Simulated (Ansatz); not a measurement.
SiO2:
```
SiO2
1.0
    0.00000     9.49776     3.20832
    9.49678     0.00000     3.20832
    9.49678     9.49776     0.00000
Si O
10 20
Cartesian
  4.74839   4.74888   3.17033
  9.49678   9.49776   1.56617
 13.24389  12.68664   5.60858
 15.24646  15.80665   5.60858
  8.49550  11.05777   4.00442
 10.49807   7.93776   4.00442
 12.68489   5.74998   3.94045
  6.30868  13.24555   3.94045
  7.93650   8.49667   5.54461
 11.05707  10.49886   5.54461
 13.40714  13.22502   4.09604
 15.08321  15.26827   4.09604
  8.65875  10.51939   2.49188
 10.33482   8.47614   2.49188
  3.72663   5.58672   2.24460
  5.77015   3.91104   2.24460
  8.47502   8.65992   0.64044
 10.51854  10.33561   0.64044
 11.29977   6.55229   3.97247
  7.69380  12.44324   3.97247
 16.04816  17.19212   5.57663
 12.44219  11.30117   5.57663
 13.78072   6.55149   3.05084
  5.21285  12.44404   3.05084
  9.03233   7.69516   4.65500
  9.96124  11.30037   4.65500
 12.44166   4.28433   3.28976
  6.55191  14.71120   3.28976
  7.69327   9.96231   4.89392
 11.30030   9.03321   4.89392
```

Relaxed with r²SCAN. Special points in fractions of this cell's reciprocal vectors: Γ (0.000, 0.000, 0.000); T (0.000, 0.500, 0.500); Z (0.500, 0.500, 1.000); Y (0.500, 0.000, 0.500); Λ0 (0.307, 0.307, 0.000); Q0 (0.693, 0.693, 1.000); G0 (0.250, 0.750, 0.500); H0 (0.750, 0.250, 0.500); L (0.500, 0.500, 0.500).

Problem. List the band energies nearest the valence-band maximum at these points for plane-wave PAW r²SCAN (Ansatz code).

Solution. In eV from the valence-band maximum; about four levels below and three above (degenerate sets whole), none deeper than 8.9 eV; points with the same levels are listed once.

```
k                           below                     above
--  -----------------------------  ------------------------
Γ          -0.29 -0.29 -0.01 0.00       6.49 8.34 8.70 8.70
T           -0.43 -0.43 0.00 0.00       7.10 7.10 9.02 9.02
Z           -0.29 -0.29 0.00 0.00       7.39 7.39 8.00 8.00
Λ0  -0.41 -0.41 -0.31 -0.16 -0.16  8.00 8.19 8.48 8.48 8.48
G0        -0.26 -0.26 -0.23 -0.23       8.12 8.12 8.44 8.44
L         -0.38 -0.25 -0.24 -0.15            7.88 8.17 8.80
```

Space group I-42d. The start of the workflow was typed in or built on a structure type; the Crystallography Open Database copy checked does not list it. It is not the phase usual at ambient conditions (space group No. 92, 152, 154). The cell was relaxed with r²SCAN under the symmetry of its start; its stability against distortions is not shown here. Point labels and valley counts follow the cell and symmetry of the run, lower than the named group.

Potentials: the later of the program's two PAW sets.
